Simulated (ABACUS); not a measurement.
Set-up for a self-consistent single point of Cd4Te3Se (R3m, 8 atoms in the cell; from Materials Project mp-1226811, changed as shown).

```
CELL_PARAMETERS angstrom
      2.31209     1.33488    15.04649
     -2.31209     1.33488    15.04649
      0.00000    -2.66977    15.04649
ATOMIC_POSITIONS crystal
  Cd 0.99670 0.99670 0.99670
  Cd 0.25353 0.25353 0.25353
  Cd 0.50107 0.50107 0.50107
  Cd 0.74900 0.74900 0.74900
  Te 0.18993 0.18993 0.18993
  Te 0.43767 0.43767 0.43767
  Te 0.68560 0.68560 0.68560
  Se 0.93690 0.93690 0.93690
```

Computed with PBEsol, numerical atomic orbitals SZP (confined pseudo-atomic orbitals with Gaussian additions; energy shift 0.003 Ry), PseudoDojo 0.4 standard norm-conserving PBEsol (tails mended) pseudopotentials in ABACUS.

ABACUS settings:

```
setting                                                                  value
---------------  -------------------------------------------------------------
basis                     SZP numerical atomic orbitals, energy shift 0.003 Ry
KPT                                                          Gamma 4 4 4 0 0 0
basis_type                                                                lcao
ecutwfc                                                                 100 Ry
smearing_method                                                             fd
smearing_sigma                                                  0.000734986 Ry
potentials       PseudoDojo 0.4 standard norm-conserving PBEsol (tails mended)
symmetry                                                                     1
symmetry_prec                                                            1e-05
ks_solver                                                              genelpa
scf_nmax                                                                   100
scf_thr                                                                1.0e-07
mixing_type                                                              pulay
```

Results:

| Item | Result |
|---|---|
| Number of valence electrons | 144 |
| Number of bands | 87 |
| Number of k-points after the program's reduction | 13 |
| Size of the basis | 164 |
| Number of SCF iterations | 11 |
| Free energy E − TS | -30906.5155 eV |
| Top of the valence band (on the code's own zero) | 6.58 eV |
| Gap on the k-point mesh | 0.43 eV |
| Pressure | -1.01 GPa |

Stress (GPa, positive for compression):
```
-0.98   0.00   0.00
 0.00  -0.98   0.00
 0.00   0.00  -1.08
```

The gap is read on the k-point mesh of the run and can differ from the gap over the whole zone at this level.

For comparison: a first run was changed to give this one (lattice scaled by 1.02), and from it to this one the free energy goes down by 1.8 meV/atom, the pressure goes from 1.44 to -1.01 GPa and the gap on the mesh goes from 0.606 to 0.433 eV.

Spin-orbit coupling is left out, which matters for bands and gaps with elements this heavy. The atom-centred basis is finite, which shifts total energies, pressures and gaps against plane waves. A single-zeta basis is rough, for pressures and forces above all. The structure comes from a collection of computed structures, made at another level of theory; the collection holds predicted forms beside known ones. Its lattice was then scaled.

Cost on one core: roughly 6 core-minutes.

The atomic orbitals were generated for these runs; they are not ABACUS's published sets and were checked against plane waves on a few crystals only.

“Tails mended”: in these copies of the files the far tail of each local potential was reset to the Coulomb form.
